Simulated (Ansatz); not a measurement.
Values for one crystal, relaxed and computed with LDA (plane waves, PAW; program Ansatz); other levels are named.

- Volume per atom = 16.34 Å³
- Electronic character = metallic (no gap)
- Mechanical stability = stable (all eigenvalues of C positive)
- Highest zone-centre frequency = 420 cm⁻¹
- Density of states at the Fermi level = 0.50 states/eV per atom (mean over ±0.08 eV)
- Debye temperature from the elastic constants = 325 K
- Pressure derivative B′ = 5.4

**Question.** Which of these materials gives this?
A. HfN, rock salt
B. MoP, P-6m2 (Mo on 1a, P on 1f)
C. CuIr2S4, spinel
D. TiSi2, Cmcm (Si on 4c, Si on 4c, Ti on 4c)

**Answer.** C, CuIr2S4, spinel

Space group Fd-3m (spinel). The workflow started from an entry of the Crystallography Open Database (COD, 295 K), which files this formula under 2 space groups. Whether it is the stable phase at ambient conditions was not checked. Symmetry was held in the LDA relaxation; of distortions, only those at the zone centre were tested. No spin polarisation was allowed. As this level gives no gap, shear constants depend on the k-mesh and smearing (Fermi–Dirac, 0.1 eV here). As this level gives no gap, phonon frequencies hold no LO–TO term and depend on the k-mesh and smearing (Fermi–Dirac, 0.1 eV here). Spin–orbit coupling is left out wherever it is not named.

Potentials: the later of the program's two PAW sets.
